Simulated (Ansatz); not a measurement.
SnO2 (rutile)

```
CELL_PARAMETERS angstrom
      4.82755     0.00000     0.00000
      0.00000     4.82755     0.00000
      0.00000     0.00000     3.23815
ATOMIC_POSITIONS crystal
  Sn 0.00000 0.00000 0.00000
  Sn 0.50000 0.50000 0.50000
  O  0.30658 0.30658 0.00000
  O  0.80658 0.19342 0.50000
  O  0.19342 0.80658 0.50000
  O  0.69342 0.69342 0.00000
```

In each cell atom 5 (O, nearest neighbour Sn at 2.089 Å; its periodic images, 3.2 Å or more away, move with it) moves by s·(0.707, 0.707, 0.000) (along Cartesian [110]), the rest being held.

These are PBE (plane waves to 420 eV, PAW, scalar-relativistic; Ansatz, a quantum-chemistry and plane-wave program) values and carry that method's errors. k mesh 6×6×8 (Γ-centred), Fermi-Dirac smearing 0.05 eV. E stands for the smeared free energy. SnO2 was relaxed with its symmetry unable to fall. ΔE is measured from the undisplaced structure.

```json
[
 {"s (Å)": "-0.630", "ΔE (meV/cell)": "818"},
 {"s (Å)": "-0.504", "ΔE (meV/cell)": "499"},
 {"s (Å)": "-0.378", "ΔE (meV/cell)": "269"},
 {"s (Å)": "-0.252", "ΔE (meV/cell)": "withheld"},
 {"s (Å)": "-0.126", "ΔE (meV/cell)": "28"},
 {"s (Å)": "0.000", "ΔE (meV/cell)": "0"},
 {"s (Å)": "0.126", "ΔE (meV/cell)": "28"},
 {"s (Å)": "0.252", "ΔE (meV/cell)": "withheld"},
 {"s (Å)": "0.378", "ΔE (meV/cell)": "269"},
 {"s (Å)": "0.504", "ΔE (meV/cell)": "499"},
 {"s (Å)": "0.630", "ΔE (meV/cell)": "818"}
]
```

Q: Fit an even polynomial form (powers 2, 4) to the given rows and predict ΔE at s = 0.252.

A: Least squares on the 9 given rows: ΔE = (1787)·s² + (692.1)·s⁴, in meV/cell with s in Å; root-mean-square residual 0.4 meV/cell. At 0.252 the fit gives 116 meV/cell; the calculation gives 116 meV/cell, the same to the digits shown. The quadratic term alone would give 113 meV/cell.

(A displaced cell: forces are minus the slopes of the energy, force constants its curvatures, and phonons follow from these.)
